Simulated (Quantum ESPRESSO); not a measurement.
# Kohn-Sham bands of GaP (wurtzite)

```
CELL_PARAMETERS angstrom
      3.84172     0.00000     0.00000
     -1.92086     3.32703     0.00000
      0.00000     0.00000     6.33293
ATOMIC_POSITIONS crystal
  Ga 0.66667 0.33333 0.50005
  Ga 0.33333 0.66667 0.00005
  P  0.66667 0.33333 0.87395
  P  0.33333 0.66667 0.37395
```

Cell from Materials Project (mp-8882), symmetrised, no further relaxation. Not found in the COD (Crystallography Open Database) copy used, which has the formula in other groups; not checked further. Computed values, not measurements, from LDA: Quantum ESPRESSO (norm-conserving PseudoDojo potentials, cutoff 64 Ry, no spin polarisation, no spin-orbit coupling) on a Γ-centred 12×12×6 mesh, then Wannier90. Density: 12×12×6 mesh, cold smearing 0.01 Ry.

Q: List the Kohn-Sham levels between −8 and 4.2 eV relative to the valence-band maximum at the high-symmetry points, as a band run of pw.x on that density gives them (levels within 2 meV counted together).

A: 
```csv
point,k (reciprocal lattice),levels (eV)
Γ,0.000 0.000 0.000,"-6.83, -1.25 (×2), -0.19, 0.00 (×2), 1.20, 1.62, 3.55 (×2), 3.93"
M,0.500 0.000 0.000,"-6.92, -5.75, -4.25, -2.77, -2.52, -1.22, 1.38, 2.73, 3.69"
K,0.333 0.333 0.000,"-6.22 (×2), -4.75, -3.16 (×2), -2.91, 2.07"
A,0.000 0.000 0.500,"-4.08 (×2), -0.71 (×4), 1.97 (×2)"
L,0.500 0.000 0.500,"-6.80 (×2), -2.21 (×2), -2.13 (×2), 1.53 (×2), 2.93 (×2)"
H,0.333 0.333 0.500,"-6.79 (×2), -4.01 (×2), -1.76 (×2), 2.34 (×2)"
```
